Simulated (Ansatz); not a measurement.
**One relaxed cell of Sr₃GeO at several levels**

A database entry relaxed whole under r2SCAN at zero pressure (Pnma, No. 62):

```yaml
crystal:
  lattice:
    - [7.14852, 0.00000, 0.00000]
    - [0.00000, 10.10844, 0.00000]
    - [0.00000, 0.00000, 7.13896]
  atoms:
    - { symbol: Sr, position: [0.77811, 0.03035, 0.22155] }
    - { symbol: Sr, position: [0.22189, 0.53035, 0.77845] }
    - { symbol: Sr, position: [0.72189, 0.96965, 0.72155] }
    - { symbol: Sr, position: [0.27811, 0.46965, 0.27845] }
    - { symbol: Sr, position: [0.22189, 0.96965, 0.77845] }
    - { symbol: Sr, position: [0.77811, 0.46965, 0.22155] }
    - { symbol: Sr, position: [0.27811, 0.03035, 0.27845] }
    - { symbol: Sr, position: [0.72189, 0.53035, 0.72155] }
    - { symbol: Sr, position: [0.49172, 0.25000, 0.94148] }
    - { symbol: Sr, position: [0.50828, 0.75000, 0.05852] }
    - { symbol: Sr, position: [0.00828, 0.75000, 0.44148] }
    - { symbol: Sr, position: [0.99172, 0.25000, 0.55852] }
    - { symbol: Ge, position: [0.02173, 0.25000, 0.00474] }
    - { symbol: Ge, position: [0.97827, 0.75000, 0.99526] }
    - { symbol: Ge, position: [0.47827, 0.75000, 0.50474] }
    - { symbol: Ge, position: [0.52173, 0.25000, 0.49526] }
    - { symbol: O, position: [0.00000, 0.00000, 0.50000] }
    - { symbol: O, position: [0.00000, 0.50000, 0.50000] }
    - { symbol: O, position: [0.50000, 0.00000, 0.00000] }
    - { symbol: O, position: [0.50000, 0.50000, 0.00000] }
```

Its volume is 25.79 Å³ an atom, +0.3 % against the entry's 25.73, a cell as deposited in COD (2004).

Single points on this cell with plane-wave PAW DFT (Ansatz 0.2.0; r2SCAN 500 eV, hybrids 420 eV; fermi-dirac occupations of width 0.020 eV; no moments): r2SCAN on a 4×4×4 Γ-centred mesh; HSE06 on a 4×2×4 Γ-centred mesh; PBE0 on a 4×2×4 Γ-centred mesh.

Task: How do gap, pressure and charges move from level to level?

Result: The runs give:

```json
{"level": "r2SCAN", "gap (eV), or kind": "0.61", "pressure (GPa)": "0.0", "Bader charge of Sr (e)": "+1.34", "Bader charge of Ge (e)": "-2.48", "Bader charge of O (e)": "-1.56"}
{"level": "HSE06", "gap (eV), or kind": "0.78", "pressure (GPa)": "0.1", "Bader charge of Sr (e)": "+1.34", "Bader charge of Ge (e)": "-2.46", "Bader charge of O (e)": "-1.57"}
{"level": "PBE0", "gap (eV), or kind": "1.35", "pressure (GPa)": "0.0", "Bader charge of Sr (e)": "+1.35", "Bader charge of Ge (e)": "-2.47", "Bader charge of O (e)": "-1.57"}
```

Under r2SCAN the gap is 0.61 eV, over mesh and band path. HSE06 moves it by +0.17 eV and PBE0 by +0.74 eV; PBE0 keeps its exact exchange at long range, which widens the gap over HSE06's by 0.57 eV on their common mesh.

Caveats: the relaxation kept the start's symmetry; HSE06 is read on its mesh and at the zone's corners, PBE0 on its mesh alone; hybrid pressures are good to a few tenths of a GPa; pressure is positive in compression.
